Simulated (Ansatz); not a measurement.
OsC:
```
OsC
1.0
    2.66628     0.00000     0.00000
    0.00000     2.66628     0.00000
    0.00000     0.00000     2.66628
Os C
1 1
Cartesian
  0.00000   0.00000   0.00000
  1.33314   1.33314   1.33314
```

Relaxed with PBEsol. Special points in fractions of this cell's reciprocal vectors: Γ (0.000, 0.000, 0.000); X (0.000, 0.500, 0.000); M (0.500, 0.500, 0.000); R (0.500, 0.500, 0.500).

Task: List the band energies nearest the Fermi level at these points for the program Ansatz at the PBEsol with spin–orbit coupling level (PAW).

Result: In eV from the Fermi level; about four levels below and three above (degenerate sets whole), none deeper than 8.9 eV; points with the same levels are listed once.

```
k                    below                above
-  -----------------------  -------------------
Γ  -0.41 -0.41 -0.41 -0.41  0.04 0.04 0.04 0.04
X  -4.98 -4.98 -4.68 -4.68  0.72 0.72 2.22 2.22
M  -2.37 -2.37 -2.02 -2.02  0.82 0.82 1.65 1.65
R              -8.48 -8.48  2.78 2.78 2.78 2.78
```

Space group Pm-3m (CsCl type). A made-up cell: these elements were put on the sites of a structure type; neither database checked (COD, Materials Project) lists it. Whether it is the stable phase at ambient conditions was not checked. The PBEsol relaxation kept the symmetry of its start. At this level the phase is dynamically unstable (imaginary phonons). No spin polarisation was allowed.

Potentials: the later of the program's two PAW sets.
